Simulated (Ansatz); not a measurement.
Ansatz (a program for electronic structure) input:

Ansatz 0.2 input:
```yaml
crystal:
  lattice:
    - [1.9819796094, 1.144296461, 6.5040957298]
    - [-1.9819796094, 1.144296461, 6.5040957298]
    - [0.0, -2.288592922, 6.5040957298]
  atoms:
    - { symbol: In, position: [0.4992431233, 0.4992431233, 0.4992431233] }
    - { symbol: Ga, position: [0.9999835865, 0.9999835865, 0.9999835865] }
    - { symbol: P, position: [0.8806854464, 0.8806854464, 0.8806854464] }
    - { symbol: P, position: [0.3701038437, 0.3701038437, 0.3701038437] }
kpoints:
  mp_grid: { grid: [8, 8, 8] }
hamiltonian:
  xc: lda
  pseudopotentials: { kind: paw }
scf:
  occupations: { method: fixed }
elastic: { mode: relaxed_ion, stencil: two_point, amplitude: 0.005, f_tol: 0.0005 }
output: { polarization: {} }
```

Output (shortened):

```
Pseudopotential: In, paw, valence charge 13
Pseudopotential: Ga, paw, valence charge 13
Pseudopotential: P, paw, valence charge 5
Functional definition: SPW92
Crystal: 4 atoms, lattice volume = 88.507 Å³
Basis set: ecut = 420 eV, 1737 PW (Γ)
Bands: 22, of which v1, the nominal top of the filled ones, is band 18 counted from 1 (17 counted from 0)
Symmetry: 6 space group operations
Space group: R3m (ITA 160), of the structure as read, at distance tolerance 4.5e-5 Å
k-points: 65 of 512 (time reversal used)
SCF 1 converged in 13 iterations: F = -10617.170667 eV  dr2 = 1.03e-14
relax step   1: F+E_penalty+E_count = -10617.17066671 eV  Δ(F+E_penalty+E_count) = +0.000e0 eV  max|allowed force component| = 1.447e-3 eV/Å  Δτ_max = 0.0000 Å  (13 SCF iters, accepted)
Crystal: 4 atoms, lattice volume = 88.507 Å³
SCF 2 converged in 9 iterations: F = -10617.170667 eV  dr2 = 2.72e-14
relax step   2: F+E_penalty+E_count = -10617.17066681 eV  Δ(F+E_penalty+E_count) = -9.750e-8 eV  max|allowed force component| = 2.422e-4 eV/Å  Δτ_max = 0.0001 Å  (9 SCF iters, accepted)
Crystal: 4 atoms, lattice volume = 88.507 Å³
SCF 3 converged in 10 iterations: F = -10617.170667 eV  dr2 = 1.71e-16
Crystal: 4 atoms, lattice volume = 88.064 Å³
Symmetry: 2 space group operations
k-points: 150 of 512 (time reversal used)
SCF 4 converged in 12 iterations: F = -10617.169501 eV  dr2 = 3.49e-14
relax step   1: F+E_penalty+E_count = -10617.16950059 eV  Δ(F+E_penalty+E_count) = +0.000e0 eV  max|allowed force component| = 4.474e-2 eV/Å  Δτ_max = 0.0000 Å  (12 SCF iters, accepted)
Crystal: 4 atoms, lattice volume = 88.064 Å³
SCF 5 converged in 9 iterations: F = -10617.169697 eV  dr2 = 7.83e-14
relax step   2: F+E_penalty+E_count = -10617.16969651 eV  Δ(F+E_penalty+E_count) = -1.959e-4 eV  max|allowed force component| = 1.262e-2 eV/Å  Δτ_max = 0.0037 Å  (9 SCF iters, accepted)
Crystal: 4 atoms, lattice volume = 88.064 Å³
SCF 6 converged in 9 iterations: F = -10617.169709 eV  dr2 = 3.32e-14
relax step   3: F+E_penalty+E_count = -10617.16970911 eV  Δ(F+E_penalty+E_count) = -1.260e-5 eV  max|allowed force component| = 2.039e-3 eV/Å  Δτ_max = 0.0010 Å  (9 SCF iters, accepted)
Crystal: 4 atoms, lattice volume = 88.064 Å³
SCF 7 converged in 8 iterations: F = -10617.169709 eV  dr2 = 9.61e-15
relax step   4: F+E_penalty+E_count = -10617.16970944 eV  Δ(F+E_penalty+E_count) = -3.339e-7 eV  max|allowed force component| = 1.062e-4 eV/Å  Δτ_max = 0.0001 Å  (8 SCF iters, accepted)
Crystal: 4 atoms, lattice volume = 88.064 Å³
SCF 8 converged in 2 iterations: F = -10617.169709 eV  dr2 = 3.75e-15
Crystal: 4 atoms, lattice volume = 88.949 Å³
Basis set: ecut = 420 eV, 1749 PW (Γ)
SCF 9 converged in 12 iterations: F = -10617.169524 eV  dr2 = 3.60e-14
relax step   1: F+E_penalty+E_count = -10617.16952389 eV  Δ(F+E_penalty+E_count) = +0.000e0 eV  max|allowed force component| = 4.266e-2 eV/Å  Δτ_max = 0.0000 Å  (12 SCF iters, accepted)
Crystal: 4 atoms, lattice volume = 88.949 Å³
SCF 10 converged in 9 iterations: F = -10617.169707 eV  dr2 = 6.78e-14
relax step   2: F+E_penalty+E_count = -10617.16970677 eV  Δ(F+E_penalty+E_count) = -1.829e-4 eV  max|allowed force component| = 1.240e-2 eV/Å  Δτ_max = 0.0037 Å  (9 SCF iters, accepted)
Crystal: 4 atoms, lattice volume = 88.949 Å³
SCF 11 converged in 9 iterations: F = -10617.169718 eV  dr2 = 3.95e-14
relax step   3: F+E_penalty+E_count = -10617.16971833 eV  Δ(F+E_penalty+E_count) = -1.156e-5 eV  max|allowed force component| = 1.889e-3 eV/Å  Δτ_max = 0.0010 Å  (9 SCF iters, accepted)
Crystal: 4 atoms, lattice volume = 88.949 Å³
SCF 12 converged in 8 iterations: F = -10617.169719 eV  dr2 = 7.97e-15
relax step   4: F+E_penalty+E_count = -10617.16971864 eV  Δ(F+E_penalty+E_count) = -3.095e-7 eV  max|allowed force component| = 8.049e-5 eV/Å  Δτ_max = 0.0001 Å  (8 SCF iters, accepted)
Crystal: 4 atoms, lattice volume = 88.949 Å³
SCF 13 converged in 2 iterations: F = -10617.169719 eV  dr2 = 2.92e-15
Crystal: 4 atoms, lattice volume = 88.064 Å³
Basis set: ecut = 420 eV, 1731 PW (Γ)
SCF 14 converged in 12 iterations: F = -10617.169317 eV  dr2 = 5.33e-14
relax step   1: F+E_penalty+E_count = -10617.16931716 eV  Δ(F+E_penalty+E_count) = +0.000e0 eV  max|allowed force component| = 5.576e-2 eV/Å  Δτ_max = 0.0000 Å  (12 SCF iters, accepted)
Crystal: 4 atoms, lattice volume = 88.064 Å³
SCF 15 converged in 10 iterations: F = -10617.169552 eV  dr2 = 7.05e-15
relax step   2: F+E_penalty+E_count = -10617.16955196 eV  Δ(F+E_penalty+E_count) = -2.348e-4 eV  max|allowed force component| = 2.439e-2 eV/Å  Δτ_max = 0.0027 Å  (10 SCF iters, accepted)
Crystal: 4 atoms, lattice volume = 88.064 Å³
SCF 16 converged in 9 iterations: F = -10617.169579 eV  dr2 = 9.36e-14
relax step   3: F+E_penalty+E_count = -10617.16957863 eV  Δ(F+E_penalty+E_count) = -2.668e-5 eV  max|allowed force component| = 5.589e-3 eV/Å  Δτ_max = 0.0017 Å  (9 SCF iters, accepted)
Crystal: 4 atoms, lattice volume = 88.064 Å³
SCF 17 converged in 8 iterations: F = -10617.169581 eV  dr2 = 5.07e-14
relax step   4: F+E_penalty+E_count = -10617.16958099 eV  Δ(F+E_penalty+E_count) = -2.353e-6 eV  max|allowed force component| = 1.319e-4 eV/Å  Δτ_max = 0.0003 Å  (8 SCF iters, accepted)
Crystal: 4 atoms, lattice volume = 88.064 Å³
SCF 18 converged in 2 iterations: F = -10617.169581 eV  dr2 = 1.32e-14
Crystal: 4 atoms, lattice volume = 88.949 Å³
Basis set: ecut = 420 eV, 1755 PW (Γ)
SCF 19 converged in 12 iterations: F = -10617.169341 eV  dr2 = 3.82e-14
relax step   1: F+E_penalty+E_count = -10617.16934143 eV  Δ(F+E_penalty+E_count) = +0.000e0 eV  max|allowed force component| = 5.106e-2 eV/Å  Δτ_max = 0.0000 Å  (12 SCF iters, accepted)
Crystal: 4 atoms, lattice volume = 88.949 Å³
SCF 20 converged in 10 iterations: F = -10617.169548 eV  dr2 = 5.75e-15
relax step   2: F+E_penalty+E_count = -10617.16954792 eV  Δ(F+E_penalty+E_count) = -2.065e-4 eV  max|allowed force component| = 2.228e-2 eV/Å  Δτ_max = 0.0027 Å  (10 SCF iters, accepted)
Crystal: 4 atoms, lattice volume = 88.949 Å³
SCF 21 converged in 9 iterations: F = -10617.169571 eV  dr2 = 8.69e-14
relax step   3: F+E_penalty+E_count = -10617.16957110 eV  Δ(F+E_penalty+E_count) = -2.317e-5 eV  max|allowed force component| = 5.786e-3 eV/Å  Δτ_max = 0.0017 Å  (9 SCF iters, accepted)
Crystal: 4 atoms, lattice volume = 88.949 Å³
SCF 22 converged in 8 iterations: F = -10617.169574 eV  dr2 = 4.56e-14
relax step   4: F+E_penalty+E_count = -10617.16957356 eV  Δ(F+E_penalty+E_count) = -2.462e-6 eV  max|allowed force component| = 1.135e-4 eV/Å  Δτ_max = 0.0004 Å  (8 SCF iters, accepted)
Crystal: 4 atoms, lattice volume = 88.949 Å³
SCF 23 converged in 2 iterations: F = -10617.169574 eV  dr2 = 1.51e-14
Crystal: 4 atoms, lattice volume = 88.506 Å³
Basis set: ecut = 420 eV, 1741 PW (Γ)
SCF 24 converged in 11 iterations: F = -10617.170336 eV  dr2 = 2.20e-14
relax step   1: F+E_penalty+E_count = -10617.17033644 eV  Δ(F+E_penalty+E_count) = +0.000e0 eV  max|allowed force component| = 3.230e-2 eV/Å  Δτ_max = 0.0000 Å  (11 SCF iters, accepted)
Crystal: 4 atoms, lattice volume = 88.506 Å³
SCF 25 converged in 9 iterations: F = -10617.170403 eV  dr2 = 8.06e-15
relax step   2: F+E_penalty+E_count = -10617.17040301 eV  Δ(F+E_penalty+E_count) = -6.657e-5 eV  max|allowed force component| = 7.580e-3 eV/Å  Δτ_max = 0.0024 Å  (9 SCF iters, accepted)
Crystal: 4 atoms, lattice volume = 88.506 Å³
SCF 26 converged in 8 iterations: F = -10617.170407 eV  dr2 = 3.89e-14
relax step   3: F+E_penalty+E_count = -10617.17040675 eV  Δ(F+E_penalty+E_count) = -3.739e-6 eV  max|allowed force component| = 4.917e-4 eV/Å  Δτ_max = 0.0009 Å  (8 SCF iters, accepted)
Crystal: 4 atoms, lattice volume = 88.506 Å³
SCF 27 converged in 2 iterations: F = -10617.170407 eV  dr2 = 4.19e-15
Crystal: 4 atoms, lattice volume = 88.506 Å³
Basis set: ecut = 420 eV, 1747 PW (Γ)
SCF 28 converged in 11 iterations: F = -10617.170340 eV  dr2 = 1.95e-14
relax step   1: F+E_penalty+E_count = -10617.17034018 eV  Δ(F+E_penalty+E_count) = +0.000e0 eV  max|allowed force component| = 3.177e-2 eV/Å  Δτ_max = 0.0000 Å  (11 SCF iters, accepted)
Crystal: 4 atoms, lattice volume = 88.506 Å³
SCF 29 converged in 8 iterations: F = -10617.170406 eV  dr2 = 8.22e-14
relax step   2: F+E_penalty+E_count = -10617.17040569 eV  Δ(F+E_penalty+E_count) = -6.552e-5 eV  max|allowed force component| = 7.441e-3 eV/Å  Δτ_max = 0.0023 Å  (8 SCF iters, accepted)
Crystal: 4 atoms, lattice volume = 88.506 Å³
SCF 30 converged in 8 iterations: F = -10617.170409 eV  dr2 = 8.37e-15
relax step   3: F+E_penalty+E_count = -10617.17040932 eV  Δ(F+E_penalty+E_count) = -3.630e-6 eV  max|allowed force component| = 4.780e-4 eV/Å  Δτ_max = 0.0009 Å  (8 SCF iters, accepted)
Crystal: 4 atoms, lattice volume = 88.506 Å³
SCF 31 converged in 2 iterations: F = -10617.170409 eV  dr2 = 3.11e-15
WARN: elastic: the piezoelectric tensor has entries that are no larger than their own uncertainty from the finite density of the strings, so this run does not …
SCF converged after 10 iterations
Stability not checked: this state was not tested for a lower state beside it, because too few of the mixer's solves of this state at the end of the SCF gave a …
Free energy (F): -10617.170667 eV
Harris-Foulkes:  -10617.170667 eV  (|F-HF|=3.64e-12)
Internal energy: -10617.170667 eV  (E = F + TS)
E sigma→0 (E₀):  -10617.170667 eV
Fermi energy:    7.241371 eV
--- Per-component energies (eV) ---
  E_band       = -111.926047
  E_kinetic    = 502.523891
  E_local      = -3592.117528  (includes V_loc(G=0)·N_el)
  E_nonlocal   = 868.013332
  E_hartree    = 1563.721232
  E_xc         = -405.066733
  E_vxc        = -281.977932  (∫ρ·V_xc dr)
  E_paw        = -7009.591580  (= ΣΔE_a)
  E_vpaw       = -735.810182  (= ΣTr[D̂ρ^β])
  E_aug_tail   = -0.000093  (compensation charges beyond the density's cutoff)
  E_ewald      = -2546.900907
  E_core_change = 2.247719  (= ΣΔE_core)
  E_smearing   =  0.000000  (= −TS)
  E_closure    = 0.000000  (closes the sum)
  Σ components = -10617.170667   (vs F -10617.170667, Δ=0.00e0)
--- Forces (eV/Å), atoms counted from 1 ---
  atom   1  In     0.00000000     0.00000000     0.00001907
  atom   2  Ga     0.00000000     0.00000000     0.00005703
  atom   3  P      0.00000000     0.00000000    -0.00024204
  atom   4  P      0.00000000     0.00000000     0.00016673
  max |Σ_I F_I| component: 7.87e-7 eV/Å
--- Stress (GPa, compression-positive) ---
       -0.000745       0.000000       0.000000
        0.000000      -0.000745       0.000000
        0.000000       0.000000      -0.004792
  P = ⅓ Tr σ = -0.0021 GPa (-0.021 kbar)
--- Band table (eV; the first three rows and the last of 65) ---
  k-point 0: bands = ["-7.7384", "-7.6698", "-7.6698", "-7.5982", "-7.5982", "-7.1309", "-7.0498", "-7.0498", "-6.8804", "-6.8804", "-5.0811", "-3.0616", "0.6784", "5.9317", "5.9317", "7.0074", "7.2414", "7.2414", "7.9189", "8.8777", "10.9039", "10.9039"]
  k-point 1: bands = ["-7.7366", "-7.6754", "-7.6651", "-7.6005", "-7.5976", "-7.1352", "-7.0554", "-7.0375", "-6.8881", "-6.8788", "-4.8987", "-2.9410", "0.7941", "4.8059", "5.7254", "5.8912", "6.7934", "6.8800", "8.9668", "9.6832", "10.6730", "11.3813"]
  k-point 2: bands = ["-7.7350", "-7.6862", "-7.6545", "-7.6055", "-7.5955", "-7.1694", "-7.0427", "-7.0111", "-6.9042", "-6.8711", "-4.3803", "-2.6326", "0.9983", "3.4169", "4.1308", "5.3166", "6.0337", "6.2099", "9.3819", "10.2032", "10.5915", "12.1851"]
  k-point 64: bands = ["-7.7362", "-7.6690", "-7.6690", "-7.5975", "-7.5975", "-7.1396", "-7.0512", "-7.0512", "-6.8809", "-6.8809", "-4.4806", "-4.1453", "3.1509", "3.4374", "6.1525", "6.1525", "6.8282", "6.8282", "8.3792", "9.6041", "11.4047", "11.4047"]
--- Elastic constants: 3 strain directions × 2 members + reference (group order 6) ---
  dense FFT box of the reference and of every strained cell: 48×48×48
  strains applied: 11, 33, 23; error gains …
  reference relaxed by the batch: 2 steps …
  largest displacement 1.2e-4 Å; the constants are those of the deck's cell at these positions:
  atoms:
    - { symbol: In, position: [0.49924347118141377, 0.49924347118141377, 0.4992434711814138] }
    - { symbol: Ga, position: [0.9999859038770103, 0.9999859038770103, 0.9999859038770104] }
    - { symbol: P, position: [0.8806887293832086, 0.8806887293832086, 0.8806887293832089] }
    - { symbol: P, position: [0.3700978954583673, 0.3700978954583673, 0.3700978954583673] }
  C = ∂σ_k/∂η_j (tension-positive GPa; Voigt order 11 22 33 23 13 12):
       138.493     48.356     42.906    -12.098      0.000      0.000
        48.356    138.493     42.906     12.098      0.000      0.000
        42.889     42.889    157.558      0.000      0.000      0.000
       -12.100     12.100      0.000     37.319      0.000      0.000
         0.000      0.000      0.000      0.000     37.319    -12.100
         0.000      0.000      0.000      0.000    -12.098     45.069
  reference stress σ⁰ (GPa):      0.001      0.001      0.005      0.000      0.000      0.000
  moduli (Voigt/Reuss/Hill, GPa): K = 78.09/77.97/78.03   G = 43.97/39.84/41.90   E = 106.63   ν = 0.272
  mechanically stable: yes (min eigenvalue of sym C = 28.49 GPa)
  e, the proper piezoelectric tensor (elastic.mode: relaxed_ion; C/m²; rows x y z; Voigt order 11 22 33 23 13 12):
       0.00000    0.00000    0.00000    0.00000   -0.02474    0.07190
       0.07190   -0.07190    0.00000   -0.02474    0.00000    0.00000
      -0.03033   -0.03033    0.07332    0.00000    0.00000    0.00000
  ±, each entry's uncertainty from the finite density of the strings (C/m²), an estimate: the size of the correction for it that the entry includes:
       0.00000    0.00000    0.00000    0.00000    0.00441    0.00693
       0.00693    0.00693    0.00000    0.00441    0.00000    0.00000
       0.03473    0.03473    0.00319    0.00000    0.00000    0.00000
  NOT RESOLVED BY THE STRINGS, being no larger than its uncertainty from them: e31 = -3.0e-2 ± 3.5e-2 C/m², e32 = -3.0e-2 ± 3.5e-2 C/m² (raise kpoints.mp_grid, or output.polarization.string_points where it is set)
  strain η (Voigt 11):  stress-route row diagonal C_11 = 138.49 GPa, energy-path curvature d²(F+E_count+ΔE)/dδ²/Ω₀ = 138.46 GPa
         δ    σ_11 (GPa)             F (eV)   n_scf  n_hpsi   n_pw
    -5.000e-3      -0.7002      -10617.1697094       2   30225   1750   relax 4 steps, max|allowed force component| 1.06e-4 eV/Å
     5.000e-3       0.6847      -10617.1697186       2   30293   1762   relax 4 steps, max|allowed force component| 8.05e-5 eV/Å
  strain η (Voigt 33):  stress-route row diagonal C_33 = 157.56 GPa, energy-path curvature d²(F+E_count+ΔE)/dδ²/Ω₀ = 157.58 GPa
         δ    σ_33 (GPa)             F (eV)   n_scf  n_hpsi   n_pw
    -5.000e-3      -0.7895      -10617.1695810       2   12892   1756   relax 4 steps, max|allowed force component| 1.32e-4 eV/Å
     5.000e-3       0.7861      -10617.1695736       2   12930   1762   relax 4 steps, max|allowed force component| 1.14e-4 eV/Å
  strain η (Voigt 23):  stress-route row diagonal C_44 = 37.32 GPa, energy-path curvature d²(F+E_count+ΔE)/dδ²/Ω₀ = 37.32 GPa
         δ    σ_23 (GPa)             F (eV)   n_scf  n_hpsi   n_pw
    -5.000e-3      -0.1874      -10617.1704067       2   30665   1754   relax 3 steps, max|allowed force component| 4.92e-4 eV/Å
     5.000e-3       0.1858      -10617.1704093       2   29934   1754   relax 3 steps, max|allowed force component| 4.78e-4 eV/Å
--- Formal polarisation (Berry phase): one branch of a lattice of values; only differences between neighbouring runs are physical ---
  axis  mesh            electronic          ionic      p = total  spread (rad)  least overlap  resolved gap  δp at fixed H ≤   (phases in cycles; p mod 1 …
  b1    8×8×8          -0.99905815    25.74391500    24.74485685      0.316958         0.8068        0.6776           1.2e-5
  b2    8×8×8          -0.99905815    25.74391500    24.74485685      0.316958         0.8068        0.6776           1.2e-5
  b3    8×8×8          -0.99905815    25.74391500    24.74485685      0.316958         0.8068        0.6776           1.2e-5
  quantum along a1:   0.07790366 e/Å² =   124.815427 µC/cm²
  quantum along a2:   0.07790366 e/Å² =   124.815427 µC/cm²
  quantum along a3:   0.07790366 e/Å² =   124.815427 µC/cm²
  P = (  0.00000000,   0.00000000,   5.45528210) e/Å² = (    0.000000,     0.000000,  8740.325506) µC/cm²  (mod the quanta)
```

Cost: very roughly 7 core-minutes on shared cores.

The workflow started from a Materials Project entry (that database holds measured and hypothetical structures alike); the Crystallography Open Database copy checked does not list it. With In and Ga taken as one species the cell has the higher symmetry F-43m, so it may be an ordered model of a mixed-site phase. Its standing as an ambient phase is unchecked. Symmetry was held in the LDA relaxation; of distortions, only those at the zone centre were tested. Scalar-relativistic: spin–orbit coupling is off unless named, which matters more the heavier the elements.

Potentials: the later of the program's two PAW sets.

Ansatz is a plane-wave DFT program.
